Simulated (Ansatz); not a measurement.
V (Im-3m): lattice vibrations

```yaml
crystal:
  lattice:
    - [-1.48007, 1.48007, 1.48007]
    - [1.48007, -1.48007, 1.48007]
    - [1.48007, 1.48007, -1.48007]
  atoms:
    - { symbol: V, position: [0.00000, 0.00000, 0.00000] }
```

Level of theory, where no other is named: PBEsol, all-electron LAPW in Ansatz 0.2.0, scalar-relativistic. k mesh 24×24×24, Fermi-Dirac smearing of 0.100 eV, basis error target 1 meV/atom. The cell was relaxed by PAW under this functional, which moved its volume by -7 % from the database entry's.

Atoms are displaced by 0.01 Å in the smallest supercells that hold the wave vectors of a 4×4×4 mesh. Negative values stand for unstable modes.

Problem. What are the phonon energies at the solved wave vectors, in cm⁻¹?

Solution. 

```csv
q,point,modes (cm⁻¹)
0.250 0.000 0.000,–,"104.5, 125.6, 182.2"
0.500 0.000 0.000,N,"184.3, 216.1, 233.4"
0.250 0.250 0.000,–,"159.1, 173.9, 245.8"
0.250 0.250 0.250,P,213.2 (×3)
-0.250 0.250 0.250,–,"153.6 (×2), 256.2"
0.500 0.500 0.250,–,"190.1, 237.1, 250.6"
0.500 0.500 0.500,H,274.8 (×3)
```

Problem. Is the structure dynamically stable at these wave vectors?

Solution. Yes, no mode is unstable there; wave vectors off this mesh aren't tested.

Problem. How well do frozen-core PAW files reproduce these all-electron values?

Solution. With a cutoff of 420 eV and displacements of 0.0025 Å, the r.m.s. difference over the modes is 0.2 cm⁻¹; the largest difference is 250.9 (PAW) against 250.6 cm⁻¹ (LAPW).

Keep in mind: responses of metals move with mesh and smearing; the frozen-core PAW files of the compared runs were fitted under PBE, their cores solved anew for this functional.
